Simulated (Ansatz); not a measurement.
Data:

TiAl$_{2}$:
Space group I4₁/amd, origin choice 1 (No. 141); a = 3.9502 Å, b = 3.9502 Å, c = 24.1546 Å, α = 90.00°, β = 90.00°, γ = 90.00°

```tsv
atom	site	symmetry	x	y	z
Ti	8e	2mm.	0.0000	0.0000	0.0780
Al	8e	2mm.	0.0000	0.0000	0.4137
Al	8e	2mm.	0.0000	0.0000	0.2500
```
(The calculation used a cell of 12 atoms; values per cell refer to that cell.)

This is the r²SCAN-relaxed structure.

### Question
All from r²SCAN (plane waves, PAW; program Ansatz), unless another level is named. Predict the density of states at the Fermi level.

### Answer
0.31 states/eV per atom (mean over ±0.08 eV).

### Question
Give the formation energy from the elements (no fitted shifts).

### Answer
-0.47 eV/atom.

Space group I4_1/amd. The first step of the workflow began from a Materials Project structure, measured or hypothetical; the Crystallography Open Database copy checked does not list it. COD files the formula under space group No. 65. With Ti and Al taken as one species the cell has the higher symmetry Fm-3m, so it may be an ordered model of a mixed-site phase. Whether it is the stable phase at ambient conditions was not checked. The cell was relaxed with r²SCAN under the symmetry of its start; whether a distortion lowers the energy is not shown. No spin polarisation was allowed. Axis ratios of metals converge slowly with the k-mesh, so a and c are less sure than the volume. The references are the lowest solids computed at this level, not always the standard phases.

Potentials: the later of the program's two PAW sets.
